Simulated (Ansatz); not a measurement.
A distorted cell of Ta (bcc, W type):

```
Ta
1.0
   -1.60748     1.60748     1.60748
    1.60748    -1.60748     1.60748
    1.60748     1.60748    -1.60748
Ta
1
Direct
  0.00000   0.00000   0.00000
```

Calculation: PBEsol (plane waves to 420 eV, PAW, scalar-relativistic; Ansatz, an electronic-structure program). k mesh 21×21×21 (Γ-centred), Fermi-Dirac smearing 0.05 eV. E stands for the smeared free energy. Stress and pressure are positive under compression. On this mesh the relaxed cell isn't quite at rest: it carries a pressure of -0.2 GPa (compression positive) at the zero of the scan. Spin-orbit coupling is left out, though Ta is heavy. Ta is run without spin polarisation. Ta was relaxed with its symmetry unable to fall.

**Question.** What is the stress tensor (GPa)?

**Answer.** 
```
   14.2      0.0      0.0
    0.0     14.2      0.0
    0.0      0.0     14.2
```
The pressure, a third of the trace, is 14.2 GPa.

**Question.** It is the relaxed cell scaled evenly to V/V₀ = 0.940, atoms relaxed where free. What is its energy relative to the relaxed cell?

**Answer.** 44 meV/atom.

(A scan under strain: stresses follow from slopes of the energy per volume, elastic moduli from its curvatures.)
